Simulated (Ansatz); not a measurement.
SiC (wurtzite)

```
SiC
1.0
    3.07548     0.00000     0.00000
   -1.53774     2.66344     0.00000
    0.00000     0.00000     5.04859
Si C
2 2
Direct
  0.66667   0.33333   0.00050
  0.33333   0.66667   0.50050
  0.66667   0.33333   0.62470
  0.33333   0.66667   0.12470
```

The slice is a (-1 1 0 2) plane (indices of the conventional cell) through the point (0.333, 0.667, 0.500) (fractional), spanned by u = [110] and v = [1 -1 1] in vectors of this cell: u (3.08 Å) and v (7.34 Å, at 90° to u). It covers one period; positions are fractions (u, v).

Method: r2SCAN (plane waves to 500 eV, PAW, scalar-relativistic; Ansatz, a first-principles code). k mesh 12×12×7. These are valence fields of a PAW run, semicore shells included where kept as valence: close to a nucleus they are smooth pseudo fields. SiC was relaxed with its symmetry unable to fall. The PAW data are Ansatz's earlier set.

### Question
Predict the map of the density of the lowest conduction band (whole band as if filled, smooth part) on the slice.

### Answer
```
|2233111332|
|7531000135|
|8631000136|
|5421111124|
|3322222223|
|2222232222|
|1111222111|
|0000121000|
|0000242000|
|1001464100|
|4312565213|
|8621343126|
|9730010037|
|7531000135|
|3432222234|
|2343333343|
|2333333333|
|2222222222|
|2210111012|
|2100000001|
|3310000013|
|4442101244|
|2354212453|
|1244222442|
```
Scale: ten equal steps from 0.018 (start of '0') to 0.106 (end of '9'), in the order '0123456789'. Values: density of the lowest conduction band (whole band as if filled, smooth part) in e/Å³. The map has 10 points along u (one character each, u = 0 at the left) and 24 along v (v = 0 in the bottom row).
